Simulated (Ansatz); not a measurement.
## A plane-wave run on In6FeSb2

The input, for Ansatz 0.2.0 (plane waves, PAW):

```yaml
crystal:
  lattice:
    - [4.016252, 6.956348, 0.0]
    - [-4.016252, 6.956348, 0.0]
    - [0.0, 0.0, 4.097189]
  atoms:
    - { symbol: Sb, position: [0.3333, 0.3334, 0.0] }
    - { symbol: Sb, position: [0.6667, 0.6666, 0.0] }
    - { symbol: Fe, position: [0.0, 0.0, 0.5] }
    - { symbol: In, position: [0.599, 0.401, 0.5] }
    - { symbol: In, position: [0.401, 0.0, 0.5] }
    - { symbol: In, position: [0.0, 0.599, 0.5] }
    - { symbol: In, position: [0.24, 0.76, 0.0] }
    - { symbol: In, position: [0.76, 0.0, 0.0] }
    - { symbol: In, position: [0.0, 0.24, 0.0] }
  symmetry: { tolerance: 0.0003 }
kpoints:
  mp_grid: { grid: [5, 5, 8], shift: [0, 0, 0] }
  band_path:
    path:
      - [0.0, 0.0, 0.0]
      - [0.49999994, 0.50000002, 0.0]
      - [0.33333329, 0.66666675, 0.0]
      - [0.0, 0.0, 0.0]
      - [0.0, 0.0, 0.5]
      - [0.49999994, 0.50000002, 0.5]
      - [0.33333329, 0.66666675, 0.5]
      - [0.0, 0.0, 0.5]
      - [0.49999994, 0.50000002, 0.5]
      - [0.49999994, 0.50000002, 0.0]
      - [0.33333329, 0.66666675, 0.5]
    npoints: 7
magnetization:
  spin_polarized: false
scf:
  occupations: { method: fermi_dirac }
  lower_state_search: "off"
  max_iter: 200
hamiltonian:
  pseudopotentials: { kind: paw }
  xc: r2scan
basis:
  ecutwfc: 500
  fft_grid_basis: typed
output:
  forces: true
  stress: true
  eigenvalues: true
  bader: true
  populations: true
  elf: true
  write_potential: true
  volumetric_format: npy
  dos:
    e_range: [-12, 8]
    de: 0.05
    projected: { site_lists: { Fe: [Fe], In: [In], Sb: [Sb] } }
checkpoint:
  read: saved_state
```

Command:

```sh
ansatz run input.yaml --threads 1 --pin off --max-ram 2560MiB --backend cpu --events-out ev --progress --plain --runs-dir out
```

The run starts from an earlier solution of this cell. 

Excerpt of what it printed:

```
Warning: the atoms were moved onto the symmetric positions of the space group found under crystal.symmetry.tolerance 3.0e-4 (fractional; no operation is sought that the atoms, as they stand in a round, miss by more than twice it, and no atom is moved by as much as it), and the run uses the moved positions.
Pseudopotentials: kind: paw
Pseudopotential: Sb, paw, valence charge 15, recommended cutoff 500 eV (meta_gga), Sb.paw.azcp
Pseudopotential: Fe, paw, valence charge 16, recommended cutoff 500 eV (meta_gga), Fe.paw.azcp
Pseudopotential: In, paw, valence charge 13, recommended cutoff 500 eV (meta_gga), In.paw.azcp
Functional definition: r2SCAN
  exchange = r2scan_x(k0 = k0, k1 = k1, a1 = a1)
  correlation = r2scan_c
Crystal: 9 atoms, lattice volume = 228.938 Å³
Basis set: ecut = 500 eV, 5877 PW (Γ), exchange–correlation on 240×240×120 points (64 copies of the dense FFT grid, shifted against one another)
Bands: 75, of which v1, the nominal top of the filled ones, is band 62 counted from 1 (61 counted from 0)
Symmetry: 12 space group operations
Space group: P-62m (ITA 189), of the structure as read, at distance tolerance 1.8e-3 Å
k-points: 25 of 200 (time reversal used)
Initial density: read from a saved state, or passed on in memory by an earlier SCF of this step, an earlier step, the calling program or the single point that the run made first
Functional: x = r2scan, c = r2scan; τ floored in thin density (d = 2e-4 eV/Å³)
SCF iter   1: F=-51153.0231 eV  Δρ=3.68e-3  dr2=5.11e-2  dr2_τ=5.80e-3
SCF iter   2: F=-51152.0196 eV  Δρ=1.97e-2  dr2=1.12e0  dr2_τ=1.13e-2  recentre
SCF iter   3: F=-51153.0668 eV  Δρ=1.13e-3  dr2=5.78e-3  dr2_τ=6.92e-5  defer=11
SCF iter   4: F=-51153.0711 eV  Δρ=7.33e-4  dr2=1.12e-3  dr2_τ=2.68e-5  defer=11
SCF iter   5: F=-51153.0717 eV  Δρ=1.93e-4  dr2=1.44e-4  dr2_τ=2.16e-6  defer=11
SCF iter   6: F=-51153.0718 eV  Δρ=9.07e-5  dr2=1.93e-5  dr2_τ=3.79e-7  defer=11
SCF iter   7: F=-51153.0718 eV  Δρ=1.06e-4  dr2=3.04e-5  dr2_τ=3.96e-7  defer=11
SCF iter   8: F=-51153.0718 eV  Δρ=2.16e-5  dr2=7.19e-7  dr2_τ=3.09e-8  defer=11
SCF iter   9: F=-51153.0718 eV  Δρ=1.18e-5  dr2=4.89e-7  dr2_τ=4.93e-9  defer=11
SCF iter  10: F=-51153.0718 eV  Δρ=7.79e-6  dr2=2.09e-7  dr2_τ=2.14e-9  defer=11
SCF iter  11: F=-51153.0718 eV  Δρ=2.23e-6  dr2=9.91e-9  dr2_τ=2.52e-10
Free energy (F): -51153.0718 eV
Harris-Foulkes:  -51153.0718 eV  (|F-HF|=7.57e-10)
Internal energy: -51152.8600 eV  (E = F + TS)
E sigma→0 (E₀):  -51152.9659 eV
Entropy (-TS):   -0.2118 eV (-23.534 meV/atom)
Fermi energy:    10.4208 eV
--- Per-component energies (eV) ---
  E_band       = -849.1978
  E_kinetic    = 2210.4680
  E_local      = -12687.1608  (includes V_loc(G=0)·N_el)
  E_nonlocal   = 3153.1615
  E_hartree    = 5305.4556
  E_xc         = -1572.5259
  E_vxc        = -1012.3458  (∫ρ·V_xc dr)
  E_paw        = -35678.0365  (= ΣΔE_a)
  E_vpaw       = -3195.1429  (= ΣTr[D̂ρ^β])
  E_aug_tail   = 0.0003  (compensation charges beyond the density's cutoff)
  E_vtau       = 70.9050  (kinetic-family band-sum trace: ∫τ·v_τ [+ j·A + Jᵃ·Aᵃ] dr)
  E_ewald      = -11890.7380
  E_core_change = 6.5159  (= ΣΔE_core)
  E_smearing   = -0.2118  (= −TS)
--- Forces (eV/Å), atoms counted from 1 ---
  atom   1  Sb     0.0000     0.0000     0.0000
  atom   2  Sb     0.0000     0.0000     0.0000
  atom   3  Fe     0.0000     0.0000     0.0000
  atom   4  In     0.6237     0.0000     0.0000
  atom   5  In    -0.3119    -0.5402     0.0000
  atom   6  In    -0.3119     0.5402     0.0000
  atom   7  In    -0.7530     0.0000     0.0000
  atom   8  In     0.3765     0.6521     0.0000
  atom   9  In     0.3765    -0.6521     0.0000
--- Stress (GPa, compression-positive) ---
       -3.3753       0.0000       0.0000
        0.0000      -3.3753       0.0000
        0.0000       0.0000      -2.1503
  P = ⅓ Tr σ = -2.9669 GPa (-29.669 kbar)
--- Bader charges: 9 sites ---
  site symbol  charge [e]  shift [e]
     0     Sb     -0.6261     0.0000
     1     Sb     -0.6261     0.0000
     2     Fe     -0.3112     0.0001
     3     In      0.3064     0.0000
     4     In      0.3064     0.0000
     5     In      0.3064     0.0000
     6     In      0.2147     0.0000
     7     In      0.2147     0.0000
     8     In      0.2147     0.0000
```

Origin: a known structure type with other elements, at an estimated volume, so it need not be a known compound. Caveats: no spin polarisation, so a magnetic state may lie lower.

How long did it run, and on what?

It took 3.6 min on 1 thread of Intel(R) Xeon(R) Platinum 8375C CPU @ 2.90GHz (Ice Lake) (shared host), peak memory 1.6 GiB, starting from a saved density.
